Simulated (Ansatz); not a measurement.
Input file for Ansatz (an electronic-structure program):

Ansatz 0.2 input:
```yaml
crystal:
  lattice:
    - [3.727421896, 0.0, 0.0]
    - [0.0, 3.727421896, 0.0]
    - [0.0, 0.0, 3.4477556474]
  atoms:
    - { symbol: Ca, position: [0.5, 0.5, 0.5] }
    - { symbol: Al, position: [0.0, 0.0, 0.0] }
    - { symbol: O, position: [0.5, 0.0, 0.0] }
    - { symbol: O, position: [0.0, 0.5, 0.0] }
    - { symbol: H, position: [0.0, 0.0, 0.5] }
kpoints:
  mp_grid: { grid: [5, 5, 5] }
hamiltonian:
  xc: hse06
  pseudopotentials: { azcp: { folder: ./paw }, kind: paw }
scf:
  n_extra_bands: 6
  occupations: { method: fixed }
output:
  eigenvalues: true
  eigenstates:
    e_range: [-9.0, 13.5]
    kpoints:
      - [0.5, 0.5, 0.5]  # VBM
      - [0.0, 0.5, 0.0]  # CBM
      - [0.0, 0.0, 0.0]  # GAMMA
      - [0.0, 0.0, 0.5]  # Z
      - [0.5, 0.5, 0.0]  # M
      - [0.5, 0.5, 0.5]  # A
      - [0.0, 0.5, 0.5]  # R
      - [0.0, 0.5, 0.0]  # X
```

Output (shortened):

```
Pseudopotentials: kind: paw
Pseudopotential: Ca, paw, valence charge 10
Pseudopotential: Al, paw, valence charge 3
Pseudopotential: O, paw, valence charge 6
Pseudopotential: H, paw, valence charge 1
Functional definition: HSE06
davidson cushion auto → on  (no smearing: the cushion is to keep the highest requested band from converging to the state above it …
Crystal: 5 atoms, lattice volume = 47.902 Å³
Basis set: ecut = 420 eV, 955 PW (Γ)
Bands: 19, of which v1, the nominal top of the filled ones, is band 13 counted from 1 (12 counted from 0)
Symmetry: 16 space group operations
Space group: P4/mmm (ITA 123), of the structure as read, at distance tolerance 3.6e-5 Å
k-points: 18 of 125
PAW frozen core: Ca, regenerated for the run's functional, and the local potential with it
PAW frozen core: Al, regenerated for the run's functional, and the local potential with it
PAW frozen core: O, regenerated for the run's functional, and the local potential with it
Initial density: superposition of atomic densities (chi_scale 0.1, normalization cell, long waves kept (reshape's long-wave potential 0.00 eV rms))
Initial wavefunctions: pseudopotential atomic-orbital guess
Eigensolver: davidson
Functional: x = pbe(κ = 0.804, μ = 0.2195149727645171), c = pbe(β = 0.06672455060314922), warm-up for x = pbe(κ = 0.804, μ = 0.2195149727645171) + 0.25 (exact …
SCF iter   1: F=—  HF=-3512.237663 eV  |F-HF|=—  |Δ(HF+E_count)|=         —  Δρ=7.95e-2  dr2=2.99e0  ethr=1.00e-1  ⟨swp⟩=6.8  Hψ=1357  notcnv=0
preconditioner: auto → none
SCF iter   2: F=—  HF=-3511.373953 eV  |F-HF|=—  |Δ(HF+E_count)|=   8.64e-1  Δρ=3.73e-2  dr2=5.80e-1  ethr=1.15e-2  ⟨swp⟩=4.1  Hψ=993  notcnv=0
SCF iter   3: F=—  HF=-3511.325229 eV  |F-HF|=—  |Δ(HF+E_count)|=   4.87e-2  Δρ=2.48e-2  dr2=1.71e-1  ethr=2.23e-3  ⟨swp⟩=3.2  Hψ=939  notcnv=0
iter 4 solved again at ethr=2.78e-5 eV; its pass at ethr=6.59e-4 eV (dr2=7.23e-3 eV) is discarded
SCF iter   4: F=—  HF=-3511.295767 eV  |F-HF|=—  |Δ(HF+E_count)|=   2.95e-2  Δρ=5.36e-3  dr2=7.63e-3  ethr=2.78e-5  ⟨swp⟩=3.6  Hψ=1749  notcnv=0
SCF iter   5: F=-3511.299244 eV  HF=-3511.299140 eV  |F-HF|=1.04e-4  |Δ(HF+E_count)|=   3.37e-3  Δρ=9.75e-4  dr2=2.81e-4  ethr=2.78e-5  ⟨swp⟩=3.2  Hψ=867  notcnv=0
SCF 1 stopped early in 5 iterations: F = -3511.299244 eV  dr2 = 2.81e-4
Crystal: 5 atoms, lattice volume = 47.902 Å³
Initial density: handed on by an earlier stage of this run
Initial wavefunctions: those handed on with the density
Functional: x = pbe(κ = 0.804, μ = 0.2195149727645171) + 0.25 (exact − pbe) at short range (hse, ω = 0.20786987370883472 Å⁻¹), c = pbe(β = 0.06672455060314922); HSE06 as pw.x's `hse` composes it (authors' and Libxc's form: `xc: wpbeh`)
Exchange kernel: α = 0.2500, screened, ω = 0.2079 Å⁻¹, Wigner–Seitz truncation, v(0) = 1042.5058 eV·Å³, q-mesh 5×5×5, nearest image of the exchange supercell L …
Frozen-core exchange: fock
SCF iter   1: F=—  HF=-3512.404550 eV  |F-HF|=—  |Δ(HF+E_count)|=         —  Δρ=8.28e-3  dr2=4.58e-2  ethr=1.08e-5  ⟨swp⟩=6.8  Hψ=1696  notcnv=0
preconditioner: auto → none
SCF iter   2: F=—  HF=-3512.388448 eV  |F-HF|=—  |Δ(HF+E_count)|=   1.61e-2  Δρ=2.73e-3  dr2=3.49e-3  ethr=1.08e-5  ⟨swp⟩=4.8  Hψ=1236  notcnv=0
SCF iter   3: F=—  HF=-3512.395948 eV  |F-HF|=—  |Δ(HF+E_count)|=   7.50e-3  Δρ=7.04e-4  dr2=1.61e-4  ethr=9.57e-6  ⟨swp⟩=3.2  Hψ=999  notcnv=0
SCF iter   4: F=—  HF=-3512.395912 eV  |F-HF|=—  |Δ(HF+E_count)|=   3.58e-5  Δρ=2.00e-4  dr2=2.44e-5  ethr=4.23e-7  ⟨swp⟩=3.2  Hψ=879  notcnv=0
SCF iter   5: F=—  HF=-3512.395979 eV  |F-HF|=—  |Δ(HF+E_count)|=   6.70e-5  Δρ=2.21e-4  dr2=1.59e-5  ethr=7.44e-8  ⟨swp⟩=4.4  Hψ=1110  notcnv=0
SCF iter   6: F=-3512.395974 eV  HF=-3512.395974 eV  |F-HF|=2.23e-8  |Δ(HF+E_count)|=   5.03e-6  Δρ=9.24e-6  dr2=1.83e-7  ethr=6.05e-8  ⟨swp⟩=3.8  Hψ=939  notcnv=0
SCF 2 stopped early in 6 iterations: F = -3512.395974 eV  dr2 = 1.83e-7
hybrid outer 1: dexx = +9.786e-3 eV, tail = 1.60e-5 eV
Crystal: 5 atoms, lattice volume = 47.902 Å³
Exchange kernel: α = 0.2500, screened, ω = 0.2079 Å⁻¹, Wigner–Seitz truncation, v(0) = 1042.5058 eV·Å³, q-mesh 5×5×5, nearest image of the exchange supercell L …
Frozen-core exchange: fock
SCF iter   1: F=—  HF=-3512.395993 eV  |F-HF|=—  |Δ(HF+E_count)|=         —  Δρ=4.93e-5  dr2=5.88e-7  ethr=3.08e-7  ⟨swp⟩=3.6  Hψ=883  notcnv=0
preconditioner: auto → none
SCF iter   2: F=-3512.395993 eV  HF=-3512.395993 eV  |F-HF|=2.46e-9  |Δ(HF+E_count)|=   1.21e-7  Δρ=1.84e-5  dr2=8.44e-8  ethr=1.75e-9  ⟨swp⟩=4.1  Hψ=1266  notcnv=0
SCF 3 converged in 2 iterations: F = -3512.395993 eV  dr2 = 8.44e-8
hybrid outer 2: dexx = +1.618e-7 eV, tail = 1.93e-7 eV, Δε = 1.34e-3 eV (about 1.83e-4 eV left of the loop's levels)
NSCF: frozen V_eff on 8 k-points
hybrid SCF converged: 2 outer / 8 inner (+5 warm-up), last move |dexx| = 1.62e-7 eV, tail = 1.93e-7 eV
Stability not checked (fock_operator)
Free energy (F): -3512.395993 eV
Frozen-core exchange: fock
Harris-Foulkes:  -3512.395993 eV  (|F-HF|=2.46e-9)
Internal energy: -3512.395993 eV  (E = F + TS)
E sigma→0 (E₀):  -3512.395993 eV
Fermi energy:    7.416868 eV
--- Per-component energies (eV) ---
  E_band       = -136.359514
  E_kinetic    = 641.850862
  E_local      = -1266.103884  (includes V_loc(G=0)·N_el)
  E_nonlocal   = 201.297510
  E_hartree    = 444.968459
  E_xc         = -259.820107
  E_vxc        = -310.547266  (∫ρ·V_xc dr)
  E_exx        = -74.420364  (= α·E_x^exact, valence–valence)
  E_paw        = -1651.706877  (= ΣΔE_a)
  E_vpaw       = -143.951039  (= ΣTr[D̂ρ^β])
  E_aug_tail   = 0.000460  (compensation charges beyond the density's cutoff)
  E_ewald      = -1548.211658
  E_core_change = -0.250393  (= ΣΔE_core)
  E_smearing   =  0.000000  (= −TS)
  E_closure    = 0.000000  (closes the sum)
  Σ components = -3512.395993   (vs F -3512.395993, Δ=-4.55e-13)
  [band-id]    e_kinetic+e_local+e_nonlocal+2·e_hartree+e_vxc+2·e_exx+e_vpaw+e_augmentation_tail = -136.357169   (vs E_band -136.359514, Δ=2.35e-3)
--- Band table (eV; the first three rows and the last of 18) ---
  k-point 0: bands = ["-34.0403", "-13.6105", "-13.6105", "-13.4388", "-12.4053", "-10.4501", "2.3169", "2.3169", "2.8558", "4.5632", "6.2407", "6.5056", "6.5056", "14.1572", "14.5337", "15.4872", "15.9582", "15.9582", "17.5183"]
  k-point 1: bands = ["-34.0300", "-13.9286", "-13.5895", "-13.5895", "-11.8599", "-10.4074", "1.6671", "2.2727", "2.2727", "5.6740", "5.8573", "6.3766", "6.3766", "14.9093", "15.3931", "15.7074", "16.3933", "16.3933", "16.5704"]
  k-point 2: bands = ["-34.0132", "-14.4037", "-13.5552", "-13.5552", "-11.2802", "-10.3369", "0.5236", "2.1891", "2.1891", "4.9073", "6.2109", "6.2109", "7.4169", "14.0993", "16.1274", "16.6580", "16.7431", "17.1407", "17.1407"]
  k-point 17: bands = ["-33.9924", "-13.7999", "-13.7361", "-13.7021", "-11.1701", "-11.0784", "0.1128", "2.8413", "3.3641", "4.5677", "4.9612", "5.2366", "7.2296", "15.5670", "16.1280", "16.4626", "17.1433", "17.2925", "18.1869"]
  band table: 19 of 19 bands, residual norms ≤ 1.0e-3 eV
```

Cost: very roughly 2.3 core-minutes on shared cores.

The points marked VBM and CBM come from a semilocal run.

The start of the workflow was typed in or built on a structure type; neither database checked (COD, Materials Project) lists it. Whether it is the stable phase at ambient conditions was not checked. The cell was relaxed with PBEsol under the symmetry of its start. At this level the phase is dynamically unstable (imaginary phonons).

Potentials: the earlier of the program's two PAW sets. The files were generated under PBE; for other functionals the program regenerates the frozen cores, and for LDA and PBEsol the local potential too.

Ansatz is a plane-wave DFT program.
